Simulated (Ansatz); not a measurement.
Input:

SiC (6H type, space group P6_3mc)

Space group P6₃mc (No. 186); a = 3.0950 Å, b = 3.0950 Å, c = 15.1865 Å, α = 90.00°, β = 90.00°, γ = 120.00°

| atom | site | symmetry | x | y | z |
|---|---|---|---|---|---|
| Si | 2a | 3m. | 0.0000 | 0.0000 | 0.4998 |
| Si | 2b | 3m. | 0.3333 | 0.6667 | 0.3331 |
| Si | 2b | 3m. | 0.6667 | 0.3333 | 0.1666 |
| C | 2a | 3m. | 0.0000 | 0.0000 | 0.3745 |
| C | 2b | 3m. | 0.3333 | 0.6667 | 0.2081 |
| C | 2b | 3m. | 0.6667 | 0.3333 | 0.0416 |

E(V) scan at fixed shape, V₀ the volume above. The atoms relax within the cell's symmetry.

Level of theory: PBE (plane waves to 420 eV, PAW, scalar-relativistic; Ansatz, a program for electronic structure). k mesh 10×10×2 (Γ-centred), Fermi-Dirac smearing 0.05 eV. Energies are smeared free energies. Stress and pressure are positive under compression. With the shape held, the modulus is that of even scaling; a crystal free to change shape is softer. SiC was relaxed with its symmetry unable to fall. The PAW data are Ansatz's earlier set. ΔE is measured from the relaxed starting cell.

The scan covers V/V₀ from 0.940 to 1.060 in 11 points.

### Question
What is ΔE at V/V₀ = 1.060?

### Answer
22.9 meV/atom.

### Question
What is ΔE at V/V₀ = 0.940?

### Answer
27.8 meV/atom.

### Question
What pressure does the cell carry at V/V₀ = 0.940?

### Answer
14.9 GPa.

(A scan under strain: stresses follow from slopes of the energy per volume, elastic moduli from its curvatures.)
